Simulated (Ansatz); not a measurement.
## What DFT gives for LuSi₂Rh₂

```xyz
5
Lattice="0.0000 4.0258 0.0000 4.0258 0.0000 0.0000 2.0129 2.0129 -4.9405" Properties=species:S:1:pos:R:3 pbc="T T T"
Si    2.0129    2.0129   -1.3636
Si    4.0258    4.0258   -3.5769
Lu    0.0000    0.0000    0.0000
Rh    2.0129    4.0258   -2.4703
Rh    4.0258    2.0129   -2.4703
```

Level: r2SCAN, no spin polarisation; 500 eV; 9×9×9 Γ-centred mesh; fermi-dirac occupations (width 0.1 eV); Ansatz 0.2.0, fixed geometry.

Task: Metal or insulator?

Result: It is a metal, with about 2.1 states/eV a cell as the mean within 0.25 eV of the Fermi level, mostly Rh d (41 %), Lu d (25 %) and Si p (23 %).

Task: Is it stable against the elements?

Result: -1.04 eV an atom against the elements' usual phases (free molecules for gases, crystals otherwise, with no correction for O₂ or N₂), so it is bound against them; other compounds may still compete. Relaxing would lower it.

Task: Which atom feels the largest force, and which way?

Result: The largest is on Si1 (and as large on other atoms): 2.99 eV/Å, components (0.00, 0.00, 2.99). It makes 119° with the line to a nearest neighbour, Rh4 at 2.30 Å.

Task: What does the stress say?

Result: The pressure is 5.7 GPa (compression positive), so with the atoms held at these fractions the cell would first expand; the forces are large, so a full relaxation may end otherwise. The principal stresses 3.7, 6.7, 6.7 GPa differ, so its shape would change too.

Task: Give the Bader charges.

Result: Bader charges in e: Lu +1.76, Si +0.58, Rh -1.46. In the mean Lu gives up most and Rh takes most.

Origin: a database entry at a rescaled volume. Caveats: forces this large suggest misplaced atoms in the database entry; atoms or cell far from equilibrium.
